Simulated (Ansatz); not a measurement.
Given:

InAs:
```yaml
crystal:
  lattice:
    - [3.57376, 0.00000, 0.00000]
    - [0.00000, 3.57376, 0.00000]
    - [0.00000, 0.00000, 3.57376]
  atoms:
    - { symbol: In, position: [0.00000, 0.00000, 0.00000] }
    - { symbol: As, position: [0.50000, 0.50000, 0.50000] }
```

This is the PBE-relaxed structure.

All from PBE in the plane-wave PAW code Ansatz, unless another level is named. Estimate the electronic character.

metallic (no gap).

What about the formation energy from the elements (no fitted shifts)?

0.18 eV/atom.

Give the density of states at the Fermi level.

0.59 states/eV per atom (mean over ±0.08 eV).

Predict the gap with spin–orbit coupling.

none (metallic).

Space group Pm-3m (CsCl type). The cell is a constructed one: a structure type filled with these elements; neither database checked (COD, Materials Project) lists it. It is not the phase usual at ambient conditions (space group No. 216). Symmetry was held in the PBE relaxation; of distortions, only those at the zone centre were tested. The references are the lowest solids computed at this level, not always the standard phases. Spin–orbit coupling is left out wherever it is not named.

Potentials: the later of the program's two PAW sets.
